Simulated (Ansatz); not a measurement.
This Ti2In structure is the end of a relaxation. The cell was found from a structure generator's guess, not taken from experiment.

Theory: DFT PBE, scalar-relativistic, plane waves, PAW in Ansatz 0.2.0. Cutoff 420 eV, Γ-centred mesh, Gaussian smearing, no spin polarisation.

```
Ti In
1.0
     5.02479    0.00000    0.00000
    -2.51239    4.35159    0.00000
     0.00000    0.00000    2.76097
Ti In
2 1
Direct
  0.33333 0.66667 0.50000
  0.66667 0.33333 0.50000
  0.00000 0.00000 0.50000
```

The zero of energy is the elements' standard structures at the same level; no fitted shifts are applied.

Problem. What space group does it have?

Solution. P6/mmm (No. 191). Conventional cell: a = 5.025 Å, c = 2.761 Å. Ti is surrounded by 5 Ti at 2.76–2.90 Å and 3 In at 2.90 Å; In is surrounded by 2 In at 2.76 Å and 6 Ti at 2.90 Å.

Problem. What is its formation energy per atom?

Solution. +0.39 eV/atom. It can't be a ground state, since the elements alone are lower.

Problem. Is it a metal?

Solution. Yes, bands cross the Fermi level on the 12×12×16 mesh.

The last run used a 12×12×16 mesh (in the run's order of axes) for its 3-atom cell and Gaussian smearing of 0.10 eV. A structure relaxed within its symmetry needn't be a true minimum. Another cell of Ti2In relaxed alike but with spin, in P6/mmm, lies 0.38 eV/atom lower, so this cell isn't the stable form at this level.
